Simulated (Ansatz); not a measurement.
LaSi₂ (space group I4_1/amd)

```yaml
crystal:
  lattice:
    - [-2.12851, 2.12851, 6.94821]
    - [2.12851, -2.12851, 6.94821]
    - [2.12851, 2.12851, -6.94821]
  atoms:
    - { symbol: La, position: [0.50000, 0.50000, 0.00000] }
    - { symbol: La, position: [0.25000, 0.75000, 0.50000] }
    - { symbol: Si, position: [0.83458, 0.33458, 0.50000] }
    - { symbol: Si, position: [0.08458, 0.08458, 0.00000] }
    - { symbol: Si, position: [0.91542, 0.91542, 0.00000] }
    - { symbol: Si, position: [0.66542, 0.16542, 0.50000] }
```

E(V) scan at fixed shape, V₀ the volume above. The atoms relax within the cell's symmetry.

The numbers are results of PBEsol (plane waves to 420 eV, PAW, scalar-relativistic; Ansatz, a program for electronic structure), not measurements. k mesh 15×15×15 (Γ-centred), Fermi-Dirac smearing 0.05 eV. The energy includes the smearing's −TS. Compression counts positive. With the shape held, the modulus is that of even scaling; a crystal free to change shape is softer. LaSi2 is run without spin polarisation. LaSi2 was relaxed with its symmetry unable to fall. ΔE is measured from the relaxed starting cell. The last digit holds for this mesh only.

| V (Å³/atom) | ΔE (meV/atom) |
|---|---|
| 18.887 | withheld |
| 19.237 | 46.2 |
| 19.587 | 28.6 |
| 19.937 | 15.6 |
| 20.287 | 6.7 |
| 20.636 | 1.6 |
| 20.986 | 0.0 |
| 21.336 | 1.5 |
| 21.686 | 5.9 |
| 22.035 | 12.9 |
| 22.385 | 22.4 |
| 22.735 | 34.0 |
| 23.085 | 47.6 |

Q: Fit a third-order Birch-Murnaghan form (E₀, V₀, B₀, B₀′ free) to the given rows and predict ΔE at V = 18.887.

A: Least squares on the 12 given rows: ΔE = E₀ + (9V₀B₀/16)·y²·[2 + (B₀′ − 4)y], y = (V₀/V)^(2/3) − 1, with V₀ = 20.987 Å³/atom, B₀ = 86.59 GPa (160.2 GPa = 1 eV/Å³; the term in eV is multiplied by 1000), B₀′ = 4.47, E₀ = -0.01 meV/atom; root-mean-square residual 0.02 meV/atom. At 18.887 the fit gives 68.8 meV/atom; the calculation gives 68.9 meV/atom, so the extrapolation is off by -0.1 (-0.1 %). For the pressure the fit gives 11.6 GPa against the computed 11.6 GPa.

(A scan under strain: stresses follow from slopes of the energy per volume, elastic moduli from its curvatures.)
